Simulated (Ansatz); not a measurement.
Input and command of a calculation in Ansatz (plane waves; scalar-relativistic PAW potentials unless the input names others):

```yaml
crystal:
  lattice:
    - [4.9829725352, 0.0, 0.0]
    - [-2.4914862676, 4.3153808018, 0.0]
    - [0.0, 0.0, 8.021332084]
  atoms:
    - { symbol: Ti, position: [0.3333333333, 0.6666666667, 0.0665280427] }
    - { symbol: Ti, position: [0.6666666667, 0.3333333333, 0.5665280427] }
    - { symbol: Ti, position: [0.3333333333, 0.6666666667, 0.4334719573] }
    - { symbol: Ti, position: [0.6666666667, 0.3333333333, 0.9334719573] }
    - { symbol: Zn, position: [0.0, 0.0, 0.0] }
    - { symbol: Zn, position: [0.0, 0.0, 0.5] }
    - { symbol: Zn, position: [0.8279136155, 0.655827231, 0.25] }
    - { symbol: Zn, position: [0.1720863845, 0.8279136155, 0.75] }
    - { symbol: Zn, position: [0.344172769, 0.1720863845, 0.25] }
    - { symbol: Zn, position: [0.1720863845, 0.344172769, 0.75] }
    - { symbol: Zn, position: [0.8279136155, 0.1720863845, 0.25] }
    - { symbol: Zn, position: [0.655827231, 0.8279136155, 0.75] }
basis:
  ecutwfc: 420
kpoints:
  mp_grid: { grid: [9, 9, 6] }
hamiltonian:
  xc: pbesol
scf:
  occupations: { method: methfessel_paxton, width: 0.025 }
output:
  forces: true
  eigenvalues: true
  stress: true
magnetization:
  spin_polarized: true
```

```bash
ansatz run input.yaml --threads 2 --pin off --max-ram 5120MiB --backend cpu --events-out ev --progress --plain --runs-dir out
```

Abridged log:
```
Basis set: ecut = 420 eV, 3405 PW (Γ), exchange–correlation on 72×72×108 points (8 copies of the dense FFT grid, shifted against one another)
Bands: 88, of which v1, the nominal top of the filled ones, is band 72 counted from 1 (71 counted from 0)
Symmetry: 24 space group operations
k-points: 48 of 486
SCF iter   1: F=—  HF=-36150.956895 eV  |F-HF|=—  |Δ(HF+E_count)|=         —  Δρ=5.79e-2 (↑5.79e-2 ↓5.79e-2) dr2=2.56e1  dr2_m=0.00e0  M=0.000 μB ∫|m|=0.000 μB  β_m=0.30  ethr=3.10e-3  ⟨swp⟩=5.7  Hψ=16294  notcnv=0  defer=52
spin=Collinear: Kerker preconditioning applied to the charge; magnetization (m = ρ↑ − ρ↓) channel mixes plain (no charge-response kernel on spin).
SCF iter   2: F=—  HF=-36147.002741 eV  |F-HF|=—  |Δ(HF+E_count)|=    3.95e0  S|Δr|=    0.00e0  Δρ=1.91e-2 (↑1.91e-2 ↓1.91e-2) dr2=4.09e0  dr2_m=0.00e0  M=0.000 μB ∫|m|=0.000 μB  β_m=0.34  ethr=3.10e-3  ⟨swp⟩=2.4  Hψ=7992  notcnv=0  defer=392
SCF iter   3: F=—  HF=-36146.059482 eV  |F-HF|=—  |Δ(HF+E_count)|=   9.43e-1  S|Δr|=    0.00e0  Δρ=1.35e-2 (↑1.35e-2 ↓1.35e-2) dr2=2.23e0  dr2_m=0.00e0  M=0.000 μB ∫|m|=0.000 μB  β_m=0.50  ethr=2.84e-3  ⟨swp⟩=2.0  Hψ=5237  notcnv=0  defer=392
SCF iter   4: F=—  HF=-36136.397258 eV  |F-HF|=—  |Δ(HF+E_count)|=    1.52e1  S|Δr|=    2.48e1  Δρ=9.27e-2 (↑9.27e-2 ↓6.25e-2) dr2=3.65e0  dr2_m=9.38e0  M=13.275 μB ∫|m|=13.275 μB  ethr=1.55e-3  ⟨swp⟩=2.0  Hψ=6754  notcnv=0  defer=392
Mixer restart at iter 4: flushing history
SCF iter   5: F=—  HF=-36144.266461 eV  |F-HF|=—  |Δ(HF+E_count)|=         —  Δρ=3.44e-2 (↑2.63e-2 ↓3.44e-2) dr2=2.58e-1  dr2_m=1.42e0  M=7.022 μB ∫|m|=7.081 μB  β_m=0.50  ethr=1.55e-3  ⟨swp⟩=4.2  Hψ=15168  notcnv=0  defer=468
SCF iter   6: F=—  HF=-36144.979474 eV  |F-HF|=—  |Δ(HF+E_count)|=   7.13e-1  S|Δr|=    0.00e0  Δρ=2.16e-2 (↑2.16e-2 ↓2.00e-2) dr2=3.40e-2  dr2_m=6.67e-1  M=6.177 μB ∫|m|=6.290 μB  β_m=0.75  ethr=1.79e-4  ⟨swp⟩=2.7  Hψ=16486  notcnv=0  defer=742
SCF iter   7: F=—  HF=-36145.530193 eV  |F-HF|=—  |Δ(HF+E_count)|=   5.51e-1  S|Δr|=    0.00e0  Δρ=7.75e-3 (↑3.36e-3 ↓7.75e-3) dr2=1.81e-1  dr2_m=2.07e-2  M=4.838 μB ∫|m|=5.117 μB  β_m=0.69  ethr=2.36e-5  ⟨swp⟩=3.2  Hψ=16689  notcnv=0  defer=851
SCF iter   8: F=—  HF=-36145.524676 eV  |F-HF|=—  |Δ(HF+E_count)|=   5.52e-3  S|Δr|=    0.00e0  Δρ=2.56e-3 (↑2.56e-3 ↓1.39e-3) dr2=9.74e-3  dr2_m=3.94e-3  M=4.545 μB ∫|m|=4.803 μB  β_m=0.72  ethr=2.36e-5  ⟨swp⟩=3.0  Hψ=17086  notcnv=0  defer=830
SCF iter   9: F=—  HF=-36145.526730 eV  |F-HF|=—  |Δ(HF+E_count)|=   2.05e-3  S|Δr|=    0.00e0  Δρ=1.46e-3 (↑1.16e-3 ↓1.46e-3) dr2=4.72e-3  dr2_m=8.07e-4  M=4.514 μB ∫|m|=4.741 μB  β_m=0.66  ethr=6.77e-6  ⟨swp⟩=2.1  Hψ=14568  notcnv=0  defer=908
SCF iter  10: F=—  HF=-36145.526311 eV  |F-HF|=—  |Δ(HF+E_count)|=   4.19e-4  S|Δr|=    0.00e0  Δρ=5.32e-4 (↑4.25e-4 ↓5.32e-4) dr2=9.65e-4  dr2_m=9.01e-5  M=4.503 μB ∫|m|=4.708 μB  β_m=0.83  ethr=3.28e-6  ⟨swp⟩=2.0  Hψ=12877  notcnv=0  defer=908
SCF iter  11: F=—  HF=-36145.526233 eV  |F-HF|=—  |Δ(HF+E_count)|=   7.82e-5  S|Δr|=    0.00e0  Δρ=9.08e-5 (↑8.62e-5 ↓9.08e-5) dr2=4.82e-5  dr2_m=3.44e-6  M=4.499 μB ∫|m|=4.693 μB  β_m=0.89  ethr=6.70e-7  ⟨swp⟩=2.0  Hψ=12810  notcnv=0  defer=908
SCF iter  12: F=—  HF=-36145.526222 eV  |F-HF|=—  |Δ(HF+E_count)|=   1.14e-5  S|Δr|=    0.00e0  Δρ=2.61e-5 (↑2.46e-5 ↓2.61e-5) dr2=3.82e-6  dr2_m=1.33e-7  M=4.498 μB ∫|m|=4.689 μB  β_m=0.89  ethr=3.34e-8  ⟨swp⟩=2.0  Hψ=12959  notcnv=0  defer=908
SCF iter  13: F=—  HF=-36145.526222 eV  |F-HF|=—  |Δ(HF+E_count)|=   7.91e-7  S|Δr|=    0.00e0  Δρ=3.44e-5 (↑3.15e-5 ↓3.44e-5) dr2=3.99e-6  dr2_m=1.82e-8  M=4.498 μB ∫|m|=4.689 μB  β_m=0.89  ethr=2.65e-9  ⟨swp⟩=2.0  Hψ=12935  notcnv=0  defer=908
SCF iter  14: F=-36145.526220 eV  HF=-36145.526220 eV  |F-HF|=1.16e-8  |Δ(HF+E_count)|=   2.21e-6  S|Δr|=    0.00e0  Δρ=2.98e-6 (↑2.74e-6 ↓2.98e-6) dr2=4.79e-8  dr2_m=1.02e-9  M=4.498 μB ∫|m|=4.689 μB  ethr=6.94e-11  ⟨swp⟩=8.8  Hψ=42302  notcnv=0
SCF 1 converged in 14 iterations: F = -36145.526220 eV  dr2 = 4.79e-8
this state was not tested for a lower state beside it, because cold or Methfessel-Paxton smearing, or corrected tetrahedra, fill the levels in a way that the test cannot read (fill_not_monotonic; see scf.lower_state_search)
SCF converged after 14 iterations
Magnetization: 4.4982 μB (74.2491 up, 69.7509 down)
Absolute magnetization: 4.6975 μB (∫|ρ↑−ρ↓|, with the PAW one-centre terms)
Spin contamination: 0.0611 ħ² per cell (⟨S²⟩ above its minimum at these occupations)
Per-site moments (μB) at R_I (Å): [(0.86131222, 1.19379822), (0.86131222, 1.19379822), (0.86131222, 1.19379822), (0.86131222, 1.19379822), (0.00199132, 1.02937456), (0.00199132, 1.02937456), (0.00595778, 0.99431778), (0.00595778, 0.99431778), (0.00595778, 0.99431778), (0.00595778, 0.99431778), (0.00595778, 0.99431778), (0.00595778, 0.99431778)]
Free energy (F): -36145.526220 eV
Harris-Foulkes:  -36145.526220 eV  (|F-HF|=1.16e-8)
Internal energy: -36145.526589 eV  (E = F + TS)
E sigma→0 (E₀):  -36145.526312 eV
Entropy (-TS):   0.000368 eV (0.031 meV/atom)
Fermi energy:    12.996418 eV
--- Forces (eV/Å), atoms counted from 1 ---
  atom   1  Ti     0.00000000     0.00000000     0.06746161
  atom   2  Ti     0.00000000     0.00000000     0.06746161
  atom   3  Ti     0.00000000     0.00000000    -0.06746161
  atom   4  Ti     0.00000000     0.00000000    -0.06746161
  atom   5  Zn     0.00000000     0.00000000     0.00000000
  atom   6  Zn     0.00000000     0.00000000     0.00000000
  atom   7  Zn     0.00000000     0.07095736     0.00000000
  atom   8  Zn    -0.06145088     0.03547868     0.00000000
  atom   9  Zn    -0.06145088    -0.03547868     0.00000000
  atom  10  Zn     0.00000000    -0.07095736     0.00000000
  atom  11  Zn     0.06145088    -0.03547868     0.00000000
  atom  12  Zn     0.06145088     0.03547868     0.00000000
--- Stress (GPa, compression-positive) ---
        0.699465       0.000000       0.000000
        0.000000       0.699465       0.000000
        0.000000       0.000000       0.055343
  P = ⅓ Tr σ = 0.4848 GPa (4.848 kbar)
```

Apart from outputs, empty bands and the relaxation, which only the reference makes, the input differs from a reference run on usual settings in scf.occupations.method: "gaussian" → "methfessel_paxton"; scf.occupations.width: 0.1 → 0.025; magnetization: not typed → {"spin_polarized": true}. The reference, at the same geometry, ended its own course with pressure 0.00 GPa, largest force 0.005 eV/Å, no gap on the mesh. This run converged in 14 SCF iterations with an energy at zero smearing 22.18 meV/atom below the reference's, pressure 0.48 GPa, largest force 0.071 eV/Å, no gap on the mesh.

It took 62 s on 2 threads of Arm Neoverse V2 (shared host), peak memory 1.2 GiB.